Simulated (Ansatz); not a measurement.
## LaTl: stiffness from a series of strains

```xyz
2
Lattice="3.9360 0.0000 0.0000 0.0000 3.9360 0.0000 0.0000 0.0000 3.9360" Properties=species:S:1:pos:R:3 pbc="T T T"
La    0.0000    0.0000    0.0000
Tl    1.9680    1.9680    1.9680
```

Atom numbers follow the list: La1, Tl2.

The cell is COD entry 1523872, as deposited and not checked against the literature; nothing was relaxed.

No spin–orbit coupling, which matters for the heavy atoms here.

The calculation used Ansatz 0.2.0, DFT, PBEsol, all-electron LAPW, scalar-relativistic.

Numerical set-up: a Γ-centred 10×10×10 k mesh, Fermi–Dirac smearing of 0.05 eV, basis error target 0.25 meV/atom, no spin polarisation.

The strain is applied along the Cartesian axes of the cell as listed (the other components stay zero). Fractional coordinates are held (clamped ions).

σ is the change of stress from the unstrained cell, which is at -0.64 GPa; tension is positive, so slopes are stress–strain coefficients at that pressure. In a metal the k mesh adds noise.

Only quantities that a quadratic follows smoothly over the whole series are listed; rougher ones are left out.

```csv
εzz,σzz (GPa),σxx (GPa)
-0.0200,-1.31,-0.97
0.0000,0.00,0.00
0.0100,0.61,0.45
0.0200,1.18,0.88
```

Q: Fit the series and read off the stiffness at zero strain.

A: Least-squares fits y = p0 + p1 x + p2 x² to the rows give σzz (GPa): p1 = 62.3, p2 = -170; σxx (GPa): p1 = 46.2, p2 = -110. So C11 = 62 GPa and C12 = 46 GPa, which gives B = (C11 + 2 C12)/3 = 51 GPa.

Q: One run, at εzz = -0.0100, is withheld. Predict its row.

A: The fits give -0.64, -0.47; the run gave -0.64, -0.47.
